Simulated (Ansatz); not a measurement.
As (A7 type, space group R-3m)

```xyz
2
Lattice="1.8917 1.0922 3.3698 -1.8917 1.0922 3.3698 0.0000 -2.1844 3.3698" Properties=species:S:1:pos:R:3 pbc="T T T"
As     0.0000     0.0000     2.3280
As     0.0000     0.0000     7.7814
```

E(V) scan at fixed shape, V₀ the volume above. The atoms relax within the cell's symmetry.

All values below come from PBE-D3(BJ) (plane waves to 420 eV, PAW, scalar-relativistic; Ansatz, a first-principles code). k mesh 11×11×11 (Γ-centred), Fermi-Dirac smearing 0.05 eV. E stands for the smeared free energy. Stress and pressure are positive under compression. With the shape held, the modulus is that of even scaling; a crystal free to change shape is softer. As was relaxed with its symmetry unable to fall. The zero of ΔE is the relaxed starting cell. The last digit holds for this mesh only.

| V (Å³/atom) | ΔE (meV/atom) |
|---|---|
| 18.798 | 47.4 |
| 19.321 | 25.6 |
| 19.843 | 11.0 |
| 20.365 | 2.7 |
| 20.887 | 0.0 |
| 21.409 | 2.5 |
| 21.932 | 9.5 |
| 22.454 | withheld |
| 22.976 | 35.1 |

**Question.** Fit a third-order Birch-Murnaghan form (E₀, V₀, B₀, B₀′ free) to the given rows and predict ΔE at V = 22.454.

**Answer.** Least squares on the 8 given rows: ΔE = E₀ + (9V₀B₀/16)·y²·[2 + (B₀′ − 4)y], y = (V₀/V)^(2/3) − 1, with V₀ = 20.887 Å³/atom, B₀ = 62.08 GPa (160.2 GPa = 1 eV/Å³; the term in eV is multiplied by 1000), B₀′ = 3.50, E₀ = 0.06 meV/atom; root-mean-square residual 0.03 meV/atom. At 22.454 the fit gives 20.5 meV/atom; the calculation gives 20.6 meV/atom, so the interpolation is off by -0.1 (-0.5 %). For the pressure the fit gives -4.0 GPa against the computed -3.9 GPa.

(A scan under strain: stresses follow from slopes of the energy per volume, elastic moduli from its curvatures.)
